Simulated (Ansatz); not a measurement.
ScAg4:
```xyz
5
Lattice="-3.2628 3.2628 2.0173 3.2628 -3.2628 2.0173 3.2628 3.2628 -2.0173" Properties=species:S:1:pos:R:3 pbc="T T T"
Ag     1.3012     3.9128     0.0000
Ag     0.6500     1.9617     2.0173
Ag     1.9617    -0.6500     2.0173
Ag     2.6129     1.3012     0.0000
Sc     0.0000     0.0000     0.0000
```

Relaxed with PBEsol. Special points in fractions of this cell's reciprocal vectors: Γ (0.000, 0.000, 0.000); X (0.000, 0.000, 0.500); M (-0.500, 0.500, 0.500); Z (0.346, 0.346, -0.346); Z0 (-0.346, 0.654, 0.346); P (0.250, 0.250, 0.250); N (0.000, 0.500, 0.000).

Question: List the band energies nearest the Fermi level at these points for PBEsol with spin–orbit coupling (plane waves, PAW; program Ansatz).

Answer: In eV from the Fermi level; about four levels below and three above (degenerate sets whole), none deeper than 8.9 eV; points with the same levels are listed once.

| k | below | above |
|---|---|---|
| Γ | -3.24 -3.24 -1.35 -1.35 | 0.29 0.29 1.53 1.53 |
| X | -3.27 -3.27 -3.21 -3.21 | 0.55 0.55 1.06 1.06 |
| M | -2.15 -2.15 -2.06 -2.06 | 1.85 1.85 2.02 2.02 |
| Z | -1.70 -1.70 -0.42 -0.42 | 1.71 1.71 2.08 2.08 |
| P | -1.84 -1.84 -1.55 -1.55 | 1.45 1.45 1.64 1.64 |
| N | -0.86 -0.86 -0.42 -0.42 | 1.02 1.02 1.36 1.36 |

Space group I4/m. The workflow started from an entry of the Crystallography Open Database (COD). Its standing as an ambient phase is unchecked. The cell was relaxed with PBEsol under the symmetry of its start; of distortions, only those at the zone centre were tested. No spin polarisation was allowed.

Potentials: the later of the program's two PAW sets.
